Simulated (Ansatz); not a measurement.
Computed with DFT PBE, scalar-relativistic, plane waves, PAW, and for the lanthanide a 4f-in-core norm-conserving potential (Ansatz 0.2.0). Settings: cutoff 630 eV, Γ-centred meshes spaced at most about 0.3 Å⁻¹, and about 0.25 Å⁻¹ or finer for metals (2π included), Gaussian smearing. No spin polarisation in the final relaxations.

These are static total energies at zero pressure.

Two relaxed structures of Dy3Br:

A.

```
CELL_PARAMETERS angstrom
0.00000 3.90795 3.90795
3.90795 0.00000 3.90795
3.90795 3.90795 0.00000
ATOMIC_POSITIONS crystal
Dy 0.00000 0.00000 0.00000
Dy 0.25000 0.25000 0.25000
Dy 0.75000 0.75000 0.75000
Br 0.50000 0.50000 0.50000
```

B.

```
CELL_PARAMETERS angstrom
5.38870 0.00000 0.00000
-2.69435 4.66675 0.00000
0.00000 0.00000 5.25089
ATOMIC_POSITIONS crystal
Dy 0.33333 0.66667 0.00000
Dy 0.66667 0.33333 0.00000
Dy 0.00000 0.00000 0.50000
Br 0.00000 0.00000 0.00000
```

Question: Which would you expect to be lower, and how large is the difference?

Answer: A is lower, by 189 meV/atom. A has the BiF3 (D0_3) type, space group Fm-3m (No. 225), 29.8 Å³/atom and no gap on its mesh; B has the Li3N type, space group P6/mmm (No. 191), 33.0 Å³/atom and no gap. Counting Dy atoms around Br (those within 1.25 times the shortest such distance or 1.15 times the sum of covalent radii, 1.27 where that leaves under three; a plus sign parts nearer from farther groups), A has Br 8+6 and B has Br 2+6. The denser one is the lower, and pressure would at first widen the difference. Even the lower one lies +0.12 eV/atom against the reference forms of the elements (uncorrected), so neither is stable at this level. Both come from invented guesses. A third cell relaxed alike, in Cmmm, lies 0.52 eV/atom below the lower of the two.

Cells relaxed within their symmetry can be saddle points.

The lanthanide is trivalent by construction, without f bands, f moments or other valences.
